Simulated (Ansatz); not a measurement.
Relaxed-ion elastic tensor of BN (zinc blende, space group No. 216) in GPa (Voigt order), plane-wave PAW r²SCAN (Ansatz code); density 3.51 g/cm³, 5.87 Å³ per atom.

```
824  175  175  0.0  0.0  0.0
175  824  175  0.0  0.0  0.0
175  175  824  0.0  0.0  0.0
0.0  0.0  0.0  467  0.0  0.0
0.0  0.0  0.0  0.0  467  0.0
0.0  0.0  0.0  0.0  0.0  467
```

### Question
Is the crystal mechanically stable?

### Answer
Yes: the smallest eigenvalue of C is 467 GPa.

### Question
Work out the Voigt, Reuss and Hill averages.

### Answer
K_V = 391, K_R = 391, K_H = 391; G_V = 410, G_R = 397, G_H = 404 GPa.

### Question
Give Young's modulus, Poisson's ratio, Pugh's ratio and the universal anisotropy index.

### Answer
E = 9KG/(3K + G) = 901 GPa; ν = 0.12; K/G = 0.97 (brittle by the Pugh limit of 1.75); A_U = 5G_V/G_R + K_V/K_R − 6 = 0.16.

### Question
Estimate the sound speeds and the Debye temperature.

### Answer
v_l = √((K + 4G/3)/ρ) = 16300 m/s, v_t = √(G/ρ) = 10700 m/s, mean 11700 m/s; Θ = (h/k)(3n/4πV)^(1/3) v_m = 1940 K.

### Question
Give the Zener ratio and Young's modulus along [100], [110] and [111].

### Answer
A = 2C44/(C11 − C12) = 1.44; 1/E = S11 − 2(S11 − S12 − S44/2)Γ with Γ = 0, 1/4, 1/3 gives 762, 929, 1000 GPa.

Space group F-43m (zinc blende). The cell was relaxed with r²SCAN under the symmetry of its start; phonons on a q-mesh show no instability.

Potentials: the earlier of the program's two PAW sets.
